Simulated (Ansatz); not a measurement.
B₂O₃ in space group P-62c (No. 190; O on 6h, B on 2d, B on 2b), the program Ansatz at the r²SCAN+D4 level (PAW). The conduction-band minimum lies at Γ, with 1 equivalent valley. Second derivatives d²E/dk² of the lowest band at one valley (eV·Å²), along Cartesian directions:

| direction | d²E/dk² |
|---|---|
| [100] | 12.01 |
| [010] | 12.01 |
| [001] | 6.285 |
| [110] | 12.01 |
| [101] | 9.147 |
| [011] | 9.147 |

Task: Find the principal effective masses, the density-of-states mass and the conductivity mass.

Result: Off-diagonal terms follow from H_xy = H[110] − (H_xx + H_yy)/2, and m*/mₑ = 7.620 eV·Å² over each eigenvalue: 0.63, 0.63, 1.2. One valley's DOS mass (m₁m₂m₃)^(1/3) = 0.79, conductivity mass 3/(Σ 1/mᵢ) = 0.75 mₑ.

Task: What effective density of states Nc follows at 300 K for parabolic valleys?

Result: Nc = 2.509e19 × 1 × (0.79)^(3/2) ≈ 1.8e19 cm⁻³.

The start of the workflow was typed in or built on a structure type; neither database checked (COD, Materials Project) lists it. COD files the formula under space group No. 144, 152. Whether it is the stable phase at ambient conditions was not checked. The cell was relaxed with r²SCAN+D4 under the symmetry of its start; its stability against distortions is not shown here.

Potentials: the earlier of the program's two PAW sets. The files were generated under PBE; for other functionals the program regenerates the frozen cores, and for LDA and PBEsol the local potential too.

Edges and masses are those of Kohn–Sham bands, whose gap is no quasiparticle gap.
